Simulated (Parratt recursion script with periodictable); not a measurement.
## EUV peak of a Si/Rh multilayer on Si against the thickness ratio

| layer, from the top | thickness (Å) | density (g/cm³) | rms roughness of its top face (Å) | δ at 13.5 nm | β at 13.5 nm |
|---|---|---|---|---|---|
| Si (in each period) | varied | 2.313 | 2 | 9.927 × 10⁻⁴ | 0.001813 |
| Rh (in each period) | varied | 12.398 | 2 | 0.1248 | 0.03117 |
| Si (substrate) | – | 2.313 | 2 | 9.927 × 10⁻⁴ | 0.001813 |

The refractive index is n = 1 − δ + iβ; the runs take δ and β at each wavelength of the scan. Vacuum lies above.

Densities are inputs, not measurements. They were set from computed cells of the Materials Project: Si from entry mp-149 (Fd-3m, 2.313 g/cm³); Rh from entry mp-74 (Fm-3m, 12.398 g/cm³). A layer's crystal structure does not enter its constants, only its composition and density.

Simulated, not measured: EUV and soft X-ray reflectivity, Parratt recursion, Névot-Croce roughness, Henke tables (Parratt recursion script with periodictable 1.7.1).

Light falls at α = 30° from the surface normal. It is s-polarised. The wavelength is scanned from 12.42 to 14.58 nm in 161 evenly spaced points, without smoothing. The peak is the highest scan point; its wavelength and height come from a parabola through R at that point and its two neighbours.

The pair is repeated 40 times. The runs differ in the two thicknesses alone; Γ is the share of Rh in the period D.

```
Si (Å)  Rh (Å)     Γ  peak λ (nm)  peak R (%)
------  ------  ----  -----------  ----------
63.2      15.8  0.20       13.496        62.3
55.3      23.7  0.30            ?           ?
43.5      35.6  0.45       13.142        59.4
31.6      47.4  0.60       12.793        51.3
```

**Question.** Estimate the peak wavelength and height at Γ = 0.30.

**Answer.** Wavelength: with δ̄ the thickness-weighted δ at 13.5 nm and α the angle from the normal (sin²α = 0.2500), λ ≈ 2D[(1 − δ̄)² − sin²α]^½.

| Γ | D (Å) | δ̄ | λ by hand (nm) | run minus hand (nm) |
|---|---|---|---|---|
| 0.20 | 79 | 0.0258 | 13.210 | 0.286 |
| 0.30 | 79 | 0.0381 | 12.983 | to find |
| 0.45 | 79.1 | 0.0567 | 12.654 | 0.488 |

The difference, interpolated in Γ, is 0.367 nm, so λ ≈ 12.983 + 0.367 = 13.350 nm.

Height: the parabola through the rows at Γ = 0.20, 0.45, 0.60 has weights 0.450, 0.800, −0.250 at Γ = 0.30, which give 62.7 %.

The run gave 13.395 nm and 63.6 %, so the estimates miss by 0.045 nm and 0.9 points. Of these 4 runs, Γ = 0.30 has the highest peak.
